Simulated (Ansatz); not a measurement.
Data:

SiC:
```cif
data_C4Si4
_chemical_formula_sum 'Si4 C4'
_space_group_name_H-M_alt 'F-43m'
_space_group_IT_number 216
_space_group_name_Hall 'F -4 2 3'
_cell_length_a 4.37972
_cell_length_b 4.37972
_cell_length_c 4.37972
_cell_angle_alpha 90.000
_cell_angle_beta 90.000
_cell_angle_gamma 90.000
loop_
_atom_site_label
_atom_site_type_symbol
_atom_site_symmetry_multiplicity
_atom_site_Wyckoff_symbol
_atom_site_fract_x
_atom_site_fract_y
_atom_site_fract_z
_atom_site_occupancy
Si1 Si 4 c 0.25000 0.25000 0.25000 1
C1 C 4 a 0.00000 0.00000 0.00000 1
```
(The calculation used a cell of 2 atoms; values per cell refer to that cell.)

This is the PBE-relaxed structure.

All from PBE in the plane-wave PAW code Ansatz, unless another level is named. Give the formation energy from the elements (no fitted shifts).

-0.20 eV/atom.

Give the weight of the conduction-edge state by species (Voronoi cells).

Si 64 %, C 36 %.

Give the conduction-band minimum.

at X (3 equivalent valleys).

Predict the valence-band maximum.

at Γ.

Symmetry was held in the PBE relaxation. The references are the lowest solids computed at this level, not always the standard phases.

Potentials: the earlier of the program's two PAW sets.
